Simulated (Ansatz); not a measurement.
NbN (CsCl type, Pm-3m), PBE in the plane-wave PAW code Ansatz, all energies at zero smearing, with the estimated change up to a 700 eV cutoff added, with one set of potentials and settings (totals compare only within such a set). Cell of 2 atoms (1 Nb, 1 N): -4937.289 eV.

```json
[
 {"element": "Nb", "reference phase": "Im-3m, 1 atoms in the cell", "E (eV/atom)": "-4552.2836"},
 {"element": "N", "reference phase": "Pa-3, 8 atoms in the cell", "E (eV/atom)": "-384.0325"}
]
```

Formation energy per atom, worked out: (-4937.289 − 1×(-4552.2836) − 1×(-384.0325))/2 = -0.486 eV/atom (-47 kJ per mol of atoms), at 0 K, without zero-point energy or fitted corrections.

A made-up cell: these elements were put on the sites of a structure type; neither database checked (COD, Materials Project) lists it. It is not the phase usual at ambient conditions (space group No. 225). The PBE relaxation kept the symmetry of its start; whether a distortion lowers the energy is not shown. No spin polarisation was allowed. The references are the lowest solids computed at this level, not always the standard phases (solids in place of the gases).

Potentials: the later of the program's two PAW sets.
